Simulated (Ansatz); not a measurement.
# Fe15Co: a fit and a missing row

Fe15Co, Pm-3m, a = 5.581 Å. The structure is a Materials Project entry; whether it is the stable form wasn't checked. Ansatz: PBEsol, PAW, 420 eV, Γ-centred 6×6×6 mesh on 16 atoms, Gaussian smearing 0.10 eV; collinear spin, largest moment 2.2 μB. Shape and atoms are relaxed at each volume; pressure is positive in compression.

```tsv
V (Å³/atom)	P (GPa)
9.562	37.97
9.888	25.72
10.214	15.54
10.540	7.16
10.866	0.00
11.192	-5.89
11.518	-10.63
11.953	?
```

Question: Take V0 = 10.866 Å³/atom, fit the third-order Birch–Murnaghan form to the other rows, and predict the missing pressure.

Answer: With the Eulerian strain f = ½[(V0/V)^(2/3) − 1] and y = P/[3f(1 + 2f)^(5/2)], the form is the line y = B0 + 1.5 B0 (B0′ − 4) f. Rows (f, y): 0.04448, 229.9; 0.03245, 225.8; 0.02106, 221.9; 0.01026, 221.1; -0.00976, 211.3; -0.01905, 205.0. Means f = 0.01324, y = 219.17; Σ(Δf)² = 0.002987, ΣΔfΔy = 1.117; the slope is their ratio. y = 214.2 + 373.9 f GPa, so B0 = 214.2 GPa and B0′ = 4 + 2 × (373.9)/(3 × 214.2) = 5.16. At V = 11.953, f = -0.03079, y = 202.69 and P = -15.97 GPa. The run gave -16.01 GPa, so the fit is 0.04 GPa too high, within the rms miss on the fitted rows (0.09 GPa). The form still works here, 22 % of the fitted range beyond its end. Note that the largest moment runs from 2.00 to 2.45 μB along the series.

The largest moment runs from 2.00 to 2.45 μB along the series, so B0 and B0′ hold the change of the moment too.

Only parallel moments were tried here.

Cost: 8 runs of about 92 core-minutes in all, on Intel Xeon Processor @ 2.50GHz (Skylake/Cascade Lake) (shared hosts).